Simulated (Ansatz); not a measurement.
SiC (rock salt, space group No. 225) at seven volumes, the program Ansatz at the r²SCAN level (PAW), scaled uniformly. One row is withheld.

| V (Å³/atom) | P (GPa) |
|---|---|
| 7.434 | 30.81 |
| 7.679 | 18.57 |
| 7.924 | ? |
| 8.169 | 0.00 |
| 8.415 | -7.57 |
| 8.660 | -14.00 |
| 8.905 | -18.90 |

Fit the shown pressures and predict the withheld one.

P = (3/2)B₀(x^(7/2) − x^(5/2))[1 + (3/4)(B′ − 4)(x − 1)] with x = (V₀/V)^(2/3). Least squares on the six rows gives V₀ = 8.163 Å³/atom, B₀ = 266 GPa, B′ = 4.52. At V = 7.924, x = 1.0200 and P = 8.45 GPa. The run itself gave 8.37 GPa.

Space group Fm-3m (rock salt). This is a known high-pressure phase of the composition, computed here at zero pressure and temperature. The r²SCAN relaxation kept the symmetry of its start; whether a distortion lowers the energy is not shown. Its formation energy is positive at this level, so the cell may be metastable or incomplete.

Potentials: the later of the program's two PAW sets.
